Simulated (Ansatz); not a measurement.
# NbH: levels along high-symmetry lines

```
Nb H
1.0
     1.84537   -2.39320    0.00000
     1.84537    2.39320    0.00000
     0.00000    0.00000    4.80423
Nb H
2 2
Direct
  0.75000 0.25000 0.26884
  0.25000 0.75000 0.73116
  0.25000 0.25000 0.00000
  0.75000 0.75000 0.00000
```

Atoms are numbered in the order listed.

Conventional cell: a = 3.691 Å, b = 4.786 Å, c = 4.804 Å, α = 90.00°, β = 90.00°, γ = 90.00°. Nb (atom 1) is surrounded by 4 H at 1.99 Å. H (atom 3) has 2 H at 1.85 Å and 4 Nb at 1.99 Å as nearest neighbours.

Structure from Materials Project entry mp-1206371 (possibly hypothetical), not relaxed further.

All numbers below come from Ansatz 0.2.0, DFT, LDA, all-electron LAPW, scalar-relativistic.

Numerical set-up: a Γ-centred 11×11×7 k mesh, Fermi–Dirac smearing of 0.03 eV, basis error target 1 meV/atom, no spin polarisation.

Points in fractions of the reciprocal vectors of this cell: Γ (0, 0, 0), Y (-0.5, 0.5, 0), C0 (-0.399, 0.601, 0), Σ0 (0.399, 0.399, 0), Z (0, 0, 0.5), A0 (0.399, 0.399, 0.5), E0 (-0.399, 0.601, 0.5), T (-0.5, 0.5, 0.5). The path joins them by straight lines in the order Γ–Y–C0–Σ0–Γ–Z–A0–E0–T; legs that retrace an earlier one aren't tabulated. Energies are in eV from the Fermi level.

(1) Is there a gap?

(2) List the levels between -20 and 2 eV at the symmetry points.

Results:

(1) none: bands cross the Fermi level, a metal.

(2) 
Γ: -9.71, -4.61, -4.08, -1.50, -0.86, -0.78, 0.36, 0.98
Y: -7.81, -5.10, -4.13, -3.99, -0.67
C0: -7.49, -5.66, -3.57, -3.27, -1.07, 1.45, 1.82
Σ0: -7.49, -5.66, -3.57, -3.27, -1.07, 1.45, 1.82
Z: -8.99, -4.55, -4.10, -2.12, -2.10, 0.11, 0.91, 1.36, 1.39, 1.69
A0: -7.28, -5.25, -2.58, -2.36, -2.01, -1.81, 1.39, 1.43
E0: -7.28, -5.25, -2.58, -2.36, -2.01, -1.81, 1.39, 1.43
T: -7.52, -4.27, -3.08, -3.04, -2.12, -0.81, 0.12, 0.88
